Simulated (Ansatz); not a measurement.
Geometry optimisation in Ansatz: input, command and trajectory.

```yaml
crystal:
  lattice:
    - [-5.46365804, -5.46365804, 0.0]
    - [0.0, 5.46365804, 5.46365804]
    - [-5.46365804, 5.46365804, -5.46365804]
  atoms:
    - { symbol: S, position: [0.3372434512, 0.1675049631, 0.915233251] }
    - { symbol: S, position: [0.839135245, 0.1639105205, 0.9192931358] }
    - { symbol: S, position: [0.6664647224, 0.3373697664, 0.584635062] }
    - { symbol: S, position: [0.1633726329, 0.3337617545, 0.5812116839] }
    - { symbol: S, position: [0.5049038095, 0.5015633543, 0.244458572] }
    - { symbol: S, position: [0.0009621931, 0.499617812, 0.2500019261] }
    - { symbol: S, position: [0.3345726715, 0.669851054, 0.9130162591] }
    - { symbol: S, position: [0.8366879989, 0.6690101302, 0.9156146458] }
    - { symbol: S, position: [0.6663652648, 0.8372588984, 0.5872242492] }
    - { symbol: S, position: [0.1658918369, 0.830677993, 0.5827623983] }
    - { symbol: S, position: [0.5009814528, 0.9991913404, 0.2465347266] }
    - { symbol: S, position: [0.001001497, 0.997768019, 0.2491206696] }
    - { symbol: Zn, position: [0.4979050162, 0.9968721285, 0.9983291657] }
    - { symbol: Zn, position: [0.8361575738, 0.1731947277, 0.6644630028] }
    - { symbol: Zn, position: [0.6669616321, 0.3335364828, 0.3296702233] }
    - { symbol: Zn, position: [0.1611668562, 0.3284937728, 0.3355585445] }
    - { symbol: Zn, position: [0.5015447656, 0.5031009836, 0.002387039] }
    - { symbol: Zn, position: [0.8336731573, 0.663188456, 0.6655809541] }
    - { symbol: Zn, position: [0.1675134699, 0.8359042842, 0.332109984] }
    - { symbol: Ag, position: [0.9959882361, 0.9964449604, 0.000351999] }
    - { symbol: Ag, position: [0.3334268851, 0.1683120934, 0.6658851307] }
    - { symbol: Ag, position: [0.0005604206, 0.5007540077, 0.9993829229] }
    - { symbol: Ag, position: [0.3376317111, 0.6718165625, 0.6652119119] }
    - { symbol: Ag, position: [0.6646158092, 0.8291289945, 0.3343301092] }
  symmetry: { detect: false }
basis:
  ecutwfc: 420
kpoints:
  mp_grid: { grid: [2, 2, 2], shift: [0.5, 0.5, 0.5] }
hamiltonian:
  xc: pbe
scf:
  occupations: { method: gaussian, width: 0.1 }
  lower_state_search: "off"
output:
  forces: true
  stress: true
  eigenvalues: true
relax:
  adjacent_minimum: "off"
  f_tol: 0.04
  max_steps: 50
  cell: { stress_tol: 0.3 }
```

```bash
ansatz run input.yaml --threads 4 --pin off --max-ram 9216MiB --backend cpu --events-out ev --progress --plain --runs-dir out
```

Computed with DFT PBE, scalar-relativistic, plane waves, PAW in Ansatz 0.2.0.

Of 8 frames 8 are shown, positions in Å and forces in eV/Å; the SCF threshold varies from step to step. Steps run on the plane waves of an earlier cell, with a Pulay correction in the pressure. The basis is chosen afresh for the last frame, the zero of the energies, and at times for earlier ones too; energy and pressure can step there, also at an unchanged geometry. Where two frames share a geometry here, they differ by under 2 meV/atom and 0.3 GPa.

```xyz
24
Lattice="-5.4637 -5.4637 0.0000 0.0000 5.4637 5.4637 -5.4637 5.4637 -5.4637" Properties=species:S:1:pos:R:3:forces:R:3 pbc="T T T" step=1 free_energy_over_end_meV_per_atom=55.24 pressure_GPa=4.20
S    -6.8431    4.0731   -4.0853   -1.0692    0.3012   -0.1469
S    -9.6075    1.3335   -4.1272    1.6208    0.3769    0.4439
S    -6.8356    1.3962   -1.3510   -0.4610   -0.9105    0.5615
S    -4.0682    4.1065   -1.3520    0.8781   -0.0362   -0.0358
S    -4.0943    1.3174    1.4047    0.6757   -0.2884   -1.1339
S    -1.3712    4.0904    1.3638   -0.6901    0.5561   -0.5552
S    -6.8164    6.8203   -1.3286   -1.2669   -0.1163   -0.2695
S    -9.5740    4.0865   -1.3474    1.4396   -0.0832   -0.1915
S    -6.8492    4.1421    1.3661   -1.2714   -0.4491    0.2747
S    -4.0904    6.8162    1.3545    1.2625    0.1475    0.2781
S    -4.0842    4.0690    4.1123    0.4966    0.8018    0.5063
S    -1.3666    6.8071    4.0904   -1.0707    0.2272   -0.1333
Zn   -8.1749    8.1807   -0.0080   -0.1659    0.0151    0.1912
Zn   -8.1989    0.0082   -2.6841   -0.0170    0.1297   -0.1567
Zn   -5.4453   -0.0205    0.0211    0.0363    0.0147   -0.1035
Zn   -2.7139    2.7476   -0.0386   -0.0714   -0.2160    0.2652
Zn   -2.7533    0.0215    2.7357    0.2176   -0.2747    0.1819
Zn   -8.1914    2.7050   -0.0131   -0.0625    0.1932    0.2296
Zn   -2.7298    5.4664    2.7526   -0.1190   -0.1008   -0.0512
Ag   -5.4437    0.0044    5.4423   -0.5594   -0.3550    0.0830
Ag   -5.4599    2.7360   -2.7186    0.3206    0.0690   -0.0802
Ag   -5.4633    8.1932   -2.7243    0.0629   -0.1150   -0.0112
Ag   -5.4792    5.4604    0.0361    0.2454   -0.0571   -0.1925
Ag   -5.4579    2.7255    2.7034   -0.4317    0.1698    0.0457
24
Lattice="-5.6052 -5.5647 -0.0207 0.0186 5.5667 5.4926 -5.5594 5.4982 -5.4426" Properties=species:S:1:pos:R:3:forces:R:3 pbc="T T T" step=2 free_energy_over_end_meV_per_atom=10.21 pressure_GPa=0.83
S    -7.0481    4.0976   -4.0798   -0.3203    0.1545   -0.0575
S    -9.7069    1.3145   -4.0951    0.5884    0.1373    0.1910
S    -7.0005    1.3211   -1.3115   -0.0728   -0.3538    0.1171
S    -4.0871    4.1380   -1.3320    0.1914    0.0312   -0.0659
S    -4.1582    1.3205    1.3314    0.2199    0.0234   -0.3822
S    -1.4306    4.1868    1.3506   -0.2083    0.1621   -0.0971
S    -7.0491    6.8829   -1.3205   -0.4258   -0.0316   -0.1975
S    -9.6706    4.0983   -1.3324    0.4703   -0.0316   -0.1351
S    -7.0617    4.1587    1.3903   -0.3834   -0.2034    0.0681
S    -4.0794    6.9006    1.4010    0.3657    0.0556    0.0693
S    -4.1522    4.1913    4.1520    0.1571    0.2324    0.0961
S    -1.4416    6.9232    4.1275   -0.2647    0.1194   -0.0661
Zn   -8.3481    8.2977    0.0284   -0.0973   -0.0203    0.1142
Zn   -8.3581   -0.0443   -2.6677   -0.0437    0.1105   -0.1085
Zn   -5.5651   -0.0491    0.0295    0.0211    0.0380   -0.0876
Zn   -2.7562    2.7743   -0.0034   -0.0810   -0.1763    0.1476
Zn   -2.8298    0.0216    2.7070    0.1440   -0.1593    0.1515
Zn   -8.3362    2.6898    0.0153   -0.0552    0.1362    0.1280
Zn   -2.7629    5.5355    2.7900   -0.0945   -0.0731   -0.0180
Ag   -5.5477    0.0056    5.4686   -0.2402   -0.1687    0.0790
Ag   -5.5621    2.7356   -2.6997    0.1430    0.0507   -0.0437
Ag   -5.5444    8.2865   -2.6826    0.0379   -0.0921    0.0779
Ag   -5.5826    5.5247    0.0655    0.1176    0.0182   -0.0567
Ag   -5.5749    2.7544    2.7239   -0.1692    0.0407    0.0761
24
Lattice="-5.8660 -5.5673 -0.0291 0.0518 5.5446 5.3251 -5.7864 5.4587 -5.2910" Properties=species:S:1:pos:R:3:forces:R:3 pbc="T T T" step=3 free_energy_over_end_meV_per_atom=1.29 pressure_GPa=0.03
S    -7.3952    4.0660   -3.9906    0.0984    0.0155   -0.0003
S   -10.0437    1.2842   -3.9772   -0.0486   -0.0049    0.0175
S    -7.2732    1.2619   -1.3090    0.0551   -0.0092    0.0059
S    -4.1838    4.1287   -1.3088   -0.0885    0.0315   -0.0092
S    -4.3341    1.3052    1.2685   -0.0386   -0.0426    0.0428
S    -1.4929    4.1565    1.3093    0.0702    0.0398    0.0365
S    -7.4158    6.8271   -1.3356    0.1210    0.0390   -0.0090
S   -10.0062    4.0425   -1.3237   -0.0825   -0.0613   -0.0403
S    -7.3622    4.0990    1.3112    0.0239   -0.0147    0.0516
S    -4.1451    6.8668    1.3375   -0.1086   -0.0035   -0.0091
S    -4.3035    4.1728    4.0133   -0.0600   -0.0088   -0.0208
S    -1.5477    6.8733    4.0156    0.0759    0.0346   -0.0405
Zn   -8.7029    8.2507    0.0151   -0.0442   -0.0041   -0.0123
Zn   -8.6917   -0.0515   -2.6258    0.0303   -0.0284   -0.0010
Zn   -5.8111   -0.0686    0.0169    0.0185    0.0238   -0.0382
Zn   -2.9017    2.7262    0.0522   -0.0119    0.0024   -0.0480
Zn   -2.9481   -0.0092    2.6142   -0.0345    0.0131   -0.0166
Zn   -8.6500    2.6568   -0.0109    0.0426    0.0036   -0.0007
Zn   -2.8745    5.4667    2.7004    0.0121   -0.0017    0.0004
Ag   -5.7961   -0.0280    5.3177   -0.0025   -0.0300    0.0321
Ag   -5.7394    2.7455   -2.6549   -0.0084    0.0009   -0.0274
Ag   -5.7354    8.2080   -2.5748   -0.0218   -0.0099    0.0856
Ag   -5.7849    5.5207    0.0400    0.0436    0.0364   -0.0607
Ag   -5.8692    2.7120    2.6846   -0.0415   -0.0214    0.0617
24
Lattice="-5.8082 -5.5765 -0.0530 0.0345 5.5951 5.3430 -5.7920 5.5073 -5.2896" Properties=species:S:1:pos:R:3:forces:R:3 pbc="T T T" step=4 free_energy_over_end_meV_per_atom=0.59 pressure_GPa=-0.07
S    -7.3885    4.1269   -3.9934    0.0376   -0.0094    0.0178
S   -10.0183    1.3210   -3.9684    0.0365    0.0040   -0.0306
S    -7.2287    1.2976   -1.3175   -0.0299    0.0085    0.0029
S    -4.2012    4.1639   -1.3127    0.0218    0.0092    0.0323
S    -4.3189    1.3325    1.2749    0.0054   -0.0081    0.0197
S    -1.4946    4.2052    1.3268   -0.0162   -0.0001    0.0037
S    -7.4242    6.9130   -1.3218    0.0327   -0.0116   -0.0042
S    -9.9804    4.0875   -1.3232    0.0137    0.0223   -0.0177
S    -7.3221    4.1635    1.3202   -0.0418   -0.0242    0.0131
S    -4.1685    6.9272    1.3490    0.0166    0.0086    0.0173
S    -4.3028    4.2361    4.0224    0.0063   -0.0242    0.0065
S    -1.5553    6.9367    4.0425    0.0053    0.0189   -0.0215
Zn   -8.7139    8.3495    0.0277   -0.0438   -0.0037    0.0057
Zn   -8.6394   -0.0267   -2.6414    0.0139   -0.0041   -0.0168
Zn   -5.7711   -0.0340   -0.0004    0.0150    0.0083   -0.0032
Zn   -2.8970    2.7642    0.0450   -0.0106    0.0194   -0.0174
Zn   -2.9354    0.0106    2.6156   -0.0210    0.0037   -0.0054
Zn   -8.5996    2.7091   -0.0145    0.0292    0.0084    0.0067
Zn   -2.8769    5.5328    2.7104    0.0086    0.0033   -0.0237
Ag   -5.7422    0.0066    5.3031   -0.0183   -0.0192    0.0202
Ag   -5.7325    2.7882   -2.6904   -0.0195   -0.0114   -0.0367
Ag   -5.7595    8.2820   -2.5596   -0.0251   -0.0095    0.0444
Ag   -5.7783    5.5947    0.0096    0.0097    0.0205   -0.0415
Ag   -5.8374    2.7629    2.6858   -0.0261   -0.0097    0.0285
24
Lattice="-5.8099 -5.6086 -0.0556 0.0406 5.6236 5.3002 -5.7910 5.5341 -5.2513" Properties=species:S:1:pos:R:3:forces:R:3 pbc="T T T" step=5 free_energy_over_end_meV_per_atom=0.54 pressure_GPa=0.06
S    -7.3896    4.1349   -3.9647    0.0118   -0.0329   -0.0223
S   -10.0422    1.3222   -3.9326    0.0069    0.0265   -0.0099
S    -7.2314    1.2914   -1.3193   -0.0104    0.0083    0.0137
S    -4.2053    4.1794   -1.3178    0.0064   -0.0109    0.0021
S    -4.3280    1.3622    1.2638   -0.0050   -0.0017    0.0056
S    -1.4722    4.2181    1.3169    0.0022    0.0093   -0.0193
S    -7.4288    6.9338   -1.3245    0.0184    0.0437    0.0563
S    -9.9500    4.1298   -1.3327    0.0032   -0.0070    0.0522
S    -7.3068    4.1745    1.3165    0.0077   -0.0077    0.0031
S    -4.1523    6.9570    1.3241    0.0227    0.0216   -0.0342
S    -4.2822    4.2639    3.9838   -0.0036   -0.0206    0.0274
S    -1.5617    6.9585    4.0161   -0.0260    0.0144   -0.0059
Zn   -8.7282    8.3740    0.0340   -0.0002   -0.0071   -0.0259
Zn   -8.6468   -0.0337   -2.6417    0.0068    0.0133    0.0095
Zn   -5.7554   -0.0304   -0.0034   -0.0326    0.0106   -0.0194
Zn   -2.8995    2.7963    0.0382    0.0182   -0.0220   -0.0108
Zn   -2.9325    0.0307    2.5504   -0.0127   -0.0201    0.0483
Zn   -8.5788    2.7348   -0.0231   -0.0053   -0.0295   -0.0099
Zn   -2.8609    5.5534    2.6600    0.0151    0.0072    0.0193
Ag   -5.7478   -0.0146    5.2573    0.0134    0.0024   -0.0036
Ag   -5.7348    2.7757   -2.6983   -0.0065    0.0203    0.0098
Ag   -5.7572    8.3406   -2.4614   -0.0133   -0.0574   -0.0310
Ag   -5.7725    5.6158   -0.0079   -0.0018    0.0359   -0.0192
Ag   -5.8409    2.7760    2.7260   -0.0154    0.0032   -0.0359
24
Lattice="-5.8128 -5.6183 -0.0552 0.0417 5.6318 5.3010 -5.7869 5.5372 -5.2481" Properties=species:S:1:pos:R:3:forces:R:3 pbc="T T T" step=6 free_energy_over_end_meV_per_atom=0.41 pressure_GPa=-0.01
S    -7.3936    4.1336   -3.9588   -0.0004    0.0359    0.0101
S   -10.0239    1.3198   -3.9364   -0.0025   -0.0147   -0.0169
S    -7.2263    1.3015   -1.3182    0.0122    0.0013   -0.0217
S    -4.1905    4.1879   -1.3098   -0.0011    0.0058    0.0050
S    -4.3238    1.3426    1.2710    0.0154    0.0014   -0.0068
S    -1.4738    4.2218    1.3154   -0.0147   -0.0227    0.0067
S    -7.4319    6.9493   -1.3058   -0.0322   -0.0457   -0.0229
S    -9.9750    4.1071   -1.3071    0.0029    0.0012   -0.0259
S    -7.2967    4.1921    1.3023    0.0030    0.0157   -0.0129
S    -4.1393    6.9773    1.3301    0.0019   -0.0110    0.0311
S    -4.2961    4.2619    3.9843   -0.0042    0.0134   -0.0277
S    -1.5579    6.9710    4.0119    0.0180    0.0008    0.0018
Zn   -8.7279    8.3905    0.0300   -0.0086    0.0301    0.0150
Zn   -8.6322   -0.0339   -2.6346   -0.0020   -0.0218   -0.0106
Zn   -5.7712   -0.0289   -0.0094    0.0341   -0.0208    0.0251
Zn   -2.8961    2.7817    0.0405   -0.0052    0.0108    0.0209
Zn   -2.9447    0.0066    2.5934   -0.0152   -0.0095   -0.0111
Zn   -8.5696    2.7289   -0.0193   -0.0132    0.0365    0.0141
Zn   -2.8606    5.5569    2.6716   -0.0074   -0.0154    0.0025
Ag   -5.7508   -0.0056    5.2768   -0.0163   -0.0168    0.0023
Ag   -5.7269    2.7969   -2.6902    0.0128   -0.0132   -0.0038
Ag   -5.7583    8.3036   -2.4885    0.0122    0.0839   -0.0060
Ag   -5.7543    5.6573   -0.0208   -0.0053   -0.0416    0.0167
Ag   -5.8487    2.7735    2.6883    0.0156   -0.0033    0.0149
24
Lattice="-5.8059 -5.6202 -0.0535 0.0383 5.6353 5.2974 -5.7854 5.5462 -5.2466" Properties=species:S:1:pos:R:3:forces:R:3 pbc="T T T" step=7 free_energy_over_end_meV_per_atom=0.32 pressure_GPa=0.01
S    -7.3904    4.1468   -3.9515    0.0019   -0.0074    0.0016
S   -10.0230    1.3294   -3.9356    0.0008   -0.0006    0.0048
S    -7.2222    1.3038   -1.3189   -0.0006   -0.0031    0.0032
S    -4.1917    4.1904   -1.3116   -0.0007   -0.0022   -0.0024
S    -4.3183    1.3475    1.2693   -0.0033    0.0045    0.0044
S    -1.4787    4.2274    1.3122    0.0102   -0.0006   -0.0024
S    -7.4289    6.9571   -1.3057    0.0073    0.0107   -0.0014
S    -9.9667    4.1197   -1.3093    0.0005    0.0098    0.0028
S    -7.2975    4.1969    1.3037    0.0043   -0.0001   -0.0021
S    -4.1398    6.9782    1.3294   -0.0001    0.0042    0.0008
S    -4.2927    4.2691    3.9788   -0.0032   -0.0066    0.0024
S    -1.5561    6.9778    4.0093    0.0018   -0.0043    0.0050
Zn   -8.7262    8.4069    0.0322    0.0028    0.0020   -0.0017
Zn   -8.6325   -0.0304   -2.6373    0.0028    0.0005    0.0043
Zn   -5.7585   -0.0282   -0.0063   -0.0132   -0.0059   -0.0012
Zn   -2.8952    2.7864    0.0403    0.0010    0.0062   -0.0051
Zn   -2.9428    0.0132    2.5910   -0.0066   -0.0069    0.0009
Zn   -8.5690    2.7374   -0.0180    0.0005    0.0004   -0.0051
Zn   -2.8593    5.5623    2.6704    0.0059    0.0012    0.0019
Ag   -5.7499   -0.0097    5.2771   -0.0013   -0.0048   -0.0115
Ag   -5.7235    2.7930   -2.6957   -0.0023    0.0064    0.0021
Ag   -5.7595    8.3353   -2.4895   -0.0086    0.0012   -0.0032
Ag   -5.7558    5.6500   -0.0176   -0.0051   -0.0064    0.0022
Ag   -5.8429    2.7789    2.6887    0.0052    0.0021   -0.0002
24
Lattice="-5.8059 -5.6202 -0.0535 0.0383 5.6353 5.2974 -5.7854 5.5462 -5.2466" Properties=species:S:1:pos:R:3:forces:R:3 pbc="T T T" step=8 free_energy_over_end_meV_per_atom=0.00 pressure_GPa=0.01
S    -7.3904    4.1468   -3.9515    0.0016   -0.0075    0.0015
S   -10.0230    1.3294   -3.9356    0.0011   -0.0006    0.0049
S    -7.2222    1.3038   -1.3189   -0.0009   -0.0034    0.0033
S    -4.1917    4.1904   -1.3116   -0.0003   -0.0022   -0.0024
S    -4.3183    1.3475    1.2693   -0.0031    0.0042    0.0042
S    -1.4787    4.2274    1.3122    0.0099   -0.0004   -0.0025
S    -7.4289    6.9571   -1.3057    0.0070    0.0107   -0.0015
S    -9.9667    4.1197   -1.3093    0.0008    0.0098    0.0027
S    -7.2975    4.1969    1.3037    0.0039   -0.0001   -0.0021
S    -4.1398    6.9782    1.3294    0.0002    0.0042    0.0008
S    -4.2927    4.2691    3.9788   -0.0030   -0.0064    0.0026
S    -1.5561    6.9778    4.0093    0.0014   -0.0043    0.0048
Zn   -8.7262    8.4069    0.0322    0.0027    0.0021   -0.0016
Zn   -8.6325   -0.0304   -2.6373    0.0028    0.0005    0.0043
Zn   -5.7585   -0.0282   -0.0063   -0.0130   -0.0058   -0.0013
Zn   -2.8952    2.7864    0.0403    0.0010    0.0061   -0.0052
Zn   -2.9428    0.0132    2.5910   -0.0066   -0.0068    0.0009
Zn   -8.5690    2.7374   -0.0180    0.0006    0.0004   -0.0050
Zn   -2.8593    5.5623    2.6704    0.0060    0.0012    0.0019
Ag   -5.7499   -0.0097    5.2771   -0.0013   -0.0048   -0.0114
Ag   -5.7235    2.7930   -2.6957   -0.0022    0.0064    0.0021
Ag   -5.7595    8.3353   -2.4895   -0.0086    0.0012   -0.0031
Ag   -5.7558    5.6500   -0.0176   -0.0050   -0.0064    0.0022
Ag   -5.8429    2.7789    2.6887    0.0051    0.0021   -0.0002
```

Time: 120 s on 4 threads of Arm Neoverse V2, with other jobs on the host, peak memory 1.7 GiB.

The k mesh is coarse. Spin polarisation was left out, and a magnetic state may lie lower.